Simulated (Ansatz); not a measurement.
RbBr (rock salt, space group No. 225), PBE in the plane-wave PAW code Ansatz. The conduction-band minimum lies at Γ, with 1 equivalent valley. Second derivatives d²E/dk² of the lowest band at one valley (eV·Å²), along Cartesian directions:

```json
[
 {"direction": "[100]", "d²E/dk²": "19.75"},
 {"direction": "[010]", "d²E/dk²": "19.75"},
 {"direction": "[001]", "d²E/dk²": "19.75"},
 {"direction": "[110]", "d²E/dk²": "19.75"},
 {"direction": "[101]", "d²E/dk²": "19.75"},
 {"direction": "[011]", "d²E/dk²": "19.75"}
]
```

Find the principal effective masses, the density-of-states mass and the conductivity mass.

Off-diagonal terms follow from H_xy = H[110] − (H_xx + H_yy)/2, and m*/mₑ = 7.620 eV·Å² over each eigenvalue: 0.39, 0.39, 0.39. One valley's DOS mass (m₁m₂m₃)^(1/3) = 0.39, conductivity mass 3/(Σ 1/mᵢ) = 0.39 mₑ.

What effective density of states Nc follows at 300 K for parabolic valleys?

Nc = 2.509e19 × 1 × (0.39)^(3/2) ≈ 6.1e18 cm⁻³.

Space group Fm-3m (rock salt). The PBE relaxation kept the symmetry of its start. Scalar-relativistic: spin–orbit coupling is off unless named, which matters more the heavier the elements.

Potentials: the later of the program's two PAW sets.

Edges and masses are those of Kohn–Sham bands, whose gap is no quasiparticle gap.
